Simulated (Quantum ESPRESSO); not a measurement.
## PtIn3Ta3Cu (input and log of a self-consistent run)

A calculation, not a measurement. The program is pw.x of Quantum ESPRESSO 7.5 (plane-wave density functional theory). The cell is made up: eight metal atoms on a hexagonal close-packed lattice, with elements, volume, strain and displacements drawn at random and not relaxed, so it may be unstable or far from any real phase. PseudoDojo standard norm-conserving files set the functional (PBE unless stated); there is no spin polarisation or spin-orbit coupling, the Fermi-Dirac width of 0.25 eV means electrons at about 2900 K, and the masses in the input are unused placeholders. The copper pseudopotential is less sure than most, with forces differing by about three percent and pressure by about two GPa from a second method on plain copper. Heavy elements are run without spin-orbit coupling, which real alloys of them have. A spin test at this wide smearing found no moment, but such smearing suppresses magnetism that the real alloy may have.

Input:

```
&control calculation='scf', pseudo_dir='./dojo.nc.sr.pbe.v0_5.standard.upf', outdir='./o', disk_io='minimal', tprnfor=.true., tstress=.true. /
&system ibrav=0, nat=8, ntyp=4, nbnd=71, ecutwfc=92.02030273, nosym=.true., tot_charge=0,
 occupations='smearing', smearing='fd', degauss=0.0183746611
/
&electrons conv_thr=1.470e-08, electron_maxstep=70, mixing_beta=0.5 /
ATOMIC_SPECIES
Cu 1.0 Cu.upf
In 1.0 In.upf
Pt 1.0 Pt.upf
Ta 1.0 Ta.upf
CELL_PARAMETERS angstrom
2.9777 0.0 4.8237
2.9777 0.0 -4.8237
-2.9777 5.1575 0.0
ATOMIC_POSITIONS angstrom
Pt -0.0464 0.1091 -0.0814
In -1.4725 2.6769 0.0985
Ta 2.9488 1.7354 -2.3457
In 1.4354 4.3008 -2.4368
Ta 3.0245 -0.0507 0.0241
In 1.5702 2.6183 0.1
Ta 2.973 1.7415 2.3587
Cu 1.6579 4.2437 2.3365
K_POINTS automatic
5 5 5 1 1 1
```

The log is shortened where brackets say so; the opening notice, blank lines, dates and the lines on written files are dropped, and the path of the files is cut. It prints rydbergs, bohrs and kilobars, and counts compression as positive stress. Its total energy is the free energy E - TS of the whole cell.

```
     Program PWSCF v.7.5
     Parallel version (MPI & OpenMP), running on       4 processor cores
     Number of MPI processes:                 4
     Threads/MPI process:                     1
     [start-up lines left out]
     bravais-lattice index     =            0
     lattice parameter (alat)  =      10.7124  a.u.
     unit-cell volume          =     999.8321 (a.u.)^3
     number of atoms/cell      =            8
     number of atomic types    =            4
     number of electrons       =       115.00
     number of Kohn-Sham states=           71
     kinetic-energy cutoff     =      92.0203  Ry
     charge density cutoff     =     368.0812  Ry
     scf convergence threshold =      1.5E-08
     mixing beta               =       0.5000
     number of iterations used =            8  plain     mixing
     Exchange-correlation= PBE
                           (   1   4   3   4   0   0   0)
     [axes and pseudopotential details left out]
   Cartesian axes
     site n.     atom                  positions (alat units)
         1        Pt     tau(   1) = (  -0.0081852   0.0192458  -0.0143594  )
         2        In     tau(   2) = (  -0.2597572   0.4722201   0.0173760  )
         3        Ta     tau(   3) = (   0.5201848   0.3061343  -0.4137946  )
         4        In     tau(   4) = (   0.2532126   0.7586852  -0.4298651  )
         5        Ta     tau(   5) = (   0.5335387  -0.0089438   0.0042514  )
         6        In     tau(   6) = (   0.2769921   0.4618828   0.0176406  )
         7        Ta     tau(   7) = (   0.5244538   0.3072103   0.4160879  )
         8        Cu     tau(   8) = (   0.2924628   0.7486124   0.4121717  )
     number of k points=    63  Fermi-Dirac smearing, width (Ry)=  0.0184
                       cart. coord. in units 2pi/alat
        k(    1) = (   0.1903736   0.2198257   0.0000000), wk =   0.0320000
        k(    2) = (   0.1903736   0.4396514   0.0000000), wk =   0.0320000
     [further k points left out]
     Dense  grid:   119347 G-vectors     FFT dimensions: (  72,  72,  72)
     Estimated max dynamical RAM per process >     486.66 MB
     Estimated total dynamical RAM >       1.82 GB
     Initial potential from superposition of free atoms
     starting charge     114.9851, renormalised to     115.0000
     Starting wfcs are   77 randomized atomic wfcs
     total cpu time spent up to now is        9.4 secs
     per-process dynamical memory:   385.8 Mb
     Self-consistent Calculation
     iteration #  1     ecut=    92.02 Ry     beta= 0.50
     Davidson diagonalization with overlap
     ethr =  1.00E-02,  avg # of iterations =  3.7
     total cpu time spent up to now is       33.2 secs
     total energy              =   -1425.89777078 Ry
     estimated scf accuracy    <       5.76433674 Ry
     iteration #  2     ecut=    92.02 Ry     beta= 0.50
     Davidson diagonalization with overlap
     ethr =  5.01E-03,  avg # of iterations =  3.0
     total cpu time spent up to now is       57.1 secs
     total energy              =   -1428.90699991 Ry
     estimated scf accuracy    <      13.94282270 Ry
     iteration #  3     ecut=    92.02 Ry     beta= 0.50
     Davidson diagonalization with overlap
     ethr =  5.01E-03,  avg # of iterations =  2.0
     total cpu time spent up to now is       79.9 secs
     total energy              =   -1429.81071313 Ry
     estimated scf accuracy    <       2.12550397 Ry
     iteration #  4     ecut=    92.02 Ry     beta= 0.50
     Davidson diagonalization with overlap
     ethr =  1.85E-03,  avg # of iterations =  1.6
     total cpu time spent up to now is       98.5 secs
     total energy              =   -1429.66124086 Ry
     estimated scf accuracy    <       1.17822646 Ry
     iteration #  5     ecut=    92.02 Ry     beta= 0.50
     Davidson diagonalization with overlap
     ethr =  1.02E-03,  avg # of iterations =  2.1
     total cpu time spent up to now is      117.8 secs
     total energy              =   -1429.61626816 Ry
     estimated scf accuracy    <       0.41105826 Ry
     [iterations 6 to 11 left out]
     iteration # 12     ecut=    92.02 Ry     beta= 0.50
     Davidson diagonalization with overlap
     ethr =  2.61E-07,  avg # of iterations =  1.0
     total cpu time spent up to now is      275.0 secs
     total energy              =   -1429.65602090 Ry
     estimated scf accuracy    <       0.00014416 Ry
     iteration # 13     ecut=    92.02 Ry     beta= 0.50
     Davidson diagonalization with overlap
     ethr =  1.25E-07,  avg # of iterations =  2.0
     total cpu time spent up to now is      296.4 secs
     total energy              =   -1429.65604513 Ry
     estimated scf accuracy    <       0.00000631 Ry
     iteration # 14     ecut=    92.02 Ry     beta= 0.50
     Davidson diagonalization with overlap
     ethr =  5.49E-09,  avg # of iterations =  2.0
     total cpu time spent up to now is      317.7 secs
     total energy              =   -1429.65604584 Ry
     estimated scf accuracy    <       0.00000029 Ry
     iteration # 15     ecut=    92.02 Ry     beta= 0.50
     Davidson diagonalization with overlap
     ethr =  2.56E-10,  avg # of iterations =  2.9
     total cpu time spent up to now is      340.6 secs
     total energy              =   -1429.65604589 Ry
     estimated scf accuracy    <       0.00000004 Ry
     iteration # 16     ecut=    92.02 Ry     beta= 0.50
     Davidson diagonalization with overlap
     ethr =  3.56E-11,  avg # of iterations =  3.7
     total cpu time spent up to now is      364.4 secs
     End of self-consistent calculation
     [lines on levels left out]
!    total energy              =   -1429.65604589 Ry
     estimated scf accuracy    <          4.3E-09 Ry
     smearing contrib. (-TS)   =      -0.08329815 Ry
     internal energy E=F+TS    =   -1429.57274774 Ry
     The total energy is F=E-TS. E is the sum of the following terms:
     one-electron contribution =    -473.06350537 Ry
     hartree contribution      =     311.08488172 Ry
     xc contribution           =    -303.30731523 Ry
     ewald contribution        =    -964.28680885 Ry
     convergence has been achieved in  16 iterations
     Forces acting on atoms (cartesian axes, Ry/au):
     atom    1 type  3   force =     0.00359353    0.01427435   -0.00467046
     atom    2 type  2   force =     0.00263677   -0.02807234   -0.06591057
     atom    3 type  4   force =     0.00603706   -0.04885453   -0.03713903
     atom    4 type  2   force =     0.01205477    0.04083355    0.01460831
     atom    5 type  4   force =     0.00693277    0.09353968    0.00018015
     atom    6 type  2   force =    -0.01996169   -0.01587665   -0.01507231
     atom    7 type  4   force =     0.00490739   -0.07236642    0.09550637
     atom    8 type  1   force =    -0.01620060    0.01652235    0.01249753
     Total force =     0.189620     Total SCF correction =     0.000146
     Computing stress (Cartesian axis) and pressure
          total   stress  (Ry/bohr**3)                   (kbar)     P=        7.14
   0.00006783  -0.00003658  -0.00006026            9.98       -5.38       -8.86
  -0.00003658  -0.00008240  -0.00003722           -5.38      -12.12       -5.48
  -0.00006026  -0.00003722   0.00016027           -8.86       -5.48       23.58
     init_run     :      8.98s CPU      9.35s WALL (       1 calls)
     electrons    :    349.35s CPU    354.99s WALL (       1 calls)
     forces       :      3.44s CPU      3.48s WALL (       1 calls)
     stress       :     12.19s CPU     12.50s WALL (       1 calls)
     [timing details left out]
     PWSCF        :   6m14.12s CPU   6m20.50s WALL
     JOB DONE.
```

In other units: free energy -19451.461 eV for the cell, pressure 0.71 GPa, largest force component 2.456 eV/Å in size. The run took 382 s of wall time with four MPI processes on a shared machine (Intel Xeon, 2023 or later, virtual cores), so the time is rough. A rerun of this cell at a higher cutoff and on a denser mesh moved values by no more than 0.002 eV in energy, 0.03 GPa in stress and 0.003 eV/Å in force, and a second program with other atomic files agreed on that cell to 2 % rms in force and 0.5 GPa in pressure.